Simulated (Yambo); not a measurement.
## Optical response of RbLuO2 at -1.5 % isotropic strain

```xyz
4
Lattice="1.6656 0.9616 6.3290 -1.6656 0.9616 6.3290 0.0000 -1.9233 6.3290" Properties=species:S:1:pos:R:3 pbc="T T T"
O      0.0000     0.0000    14.6956
O      0.0000     0.0000     4.2913
Rb     0.0000     0.0000     0.0000
Lu     0.0000     0.0000     9.4935
```

Yambo, RPA with local fields on PBEsol bands; 6×6×6 mesh, 59 bands, 4 Ry local-field block, 0.2 eV broadening; field along z.

| E (eV) | Im ε | Re ε | Im ε, independent particles |
|---|---|---|---|
| 0.0 | 0.00 | 3.58 | 0.00 |
| 0.4 | 0.01 | 3.59 | 0.01 |
| 0.8 | 0.01 | 3.61 | 0.02 |
| 1.1 | 0.02 | 3.63 | 0.02 |
| 1.5 | 0.03 | 3.67 | 0.04 |
| 1.9 | 0.04 | 3.73 | 0.05 |
| 2.2 | 0.05 | 3.81 | 0.07 |
| 2.6 | 0.07 | 3.92 | 0.10 |
| 3.0 | 0.13 | 4.09 | 0.17 |
| 3.4 | 0.34 | 4.33 | 0.47 |
| 3.8 | 0.71 | 4.34 | 0.96 |
| 4.1 | 0.78 | 4.08 | 1.03 |
| 4.5 | 0.70 | 4.35 | 1.05 |
| 4.9 | 1.45 | 4.57 | 2.03 |
| 5.2 | 1.41 | 3.68 | 1.92 |
| 5.6 | 1.01 | 3.88 | 1.50 |
| 6.0 | 1.10 | 4.20 | 1.62 |
| 6.4 | 1.28 | 4.37 | 1.95 |
| 6.8 | 1.57 | 4.66 | 2.53 |
| 7.1 | 2.02 | 4.66 | 3.19 |
| 7.5 | 2.59 | 4.82 | 4.22 |
| 7.9 | 3.29 | 4.43 | 4.96 |
| 8.2 | 3.55 | 3.84 | 4.59 |
| 8.6 | 3.62 | 3.18 | 4.23 |
| 9.0 | 3.58 | 3.06 | 4.15 |
| 9.4 | 3.85 | 2.69 | 4.63 |
| 9.8 | 3.81 | 2.18 | 4.47 |
| 10.1 | 3.80 | 2.00 | 4.20 |
| 10.5 | 3.38 | 1.40 | 3.98 |
| 10.9 | 3.28 | 1.57 | 4.14 |
| 11.2 | 3.46 | 1.35 | 4.03 |
| 11.6 | 3.21 | 0.63 | 3.52 |
| 12.0 | 2.76 | 0.77 | 3.06 |
| 12.4 | 3.08 | 0.50 | 3.18 |
| 12.8 | 2.67 | 0.19 | 2.83 |
| 13.1 | 2.07 | -0.07 | 2.22 |
| 13.5 | 1.65 | 0.21 | 1.83 |
| 13.9 | 1.64 | 0.50 | 1.68 |
| 14.2 | 1.49 | 0.43 | 1.61 |
| 14.6 | 1.45 | 0.63 | 1.62 |
| 15.0 | 1.40 | 0.59 | 1.65 |
| 15.4 | 1.23 | 0.64 | 1.50 |
| 15.8 | 1.30 | 0.96 | 1.58 |
| 16.1 | 1.44 | 0.81 | 1.60 |
| 16.5 | 1.39 | 0.89 | 1.44 |
| 16.9 | 1.56 | 0.78 | 1.50 |
| 17.2 | 1.41 | 0.46 | 1.65 |
| 17.6 | 1.12 | 0.52 | 1.72 |
| 18.0 | 1.04 | 0.63 | 1.68 |
| 18.4 | 0.98 | 0.81 | 1.89 |
| 18.8 | 1.04 | 0.79 | 2.08 |
| 19.1 | 0.92 | 0.88 | 2.11 |
| 19.5 | 1.11 | 0.99 | 2.17 |
| 19.9 | 1.09 | 0.85 | 2.38 |

Structure narrower than a few tenths of an eV can come from the finite k mesh. Convergence of the RPA response with its 6×6×6 mesh was not tested. No excitonic effects at this level.

The 4f states are in the valence at their DFT position.

Geometry strained from the cell relaxed with PBEsol, atoms relaxed again.
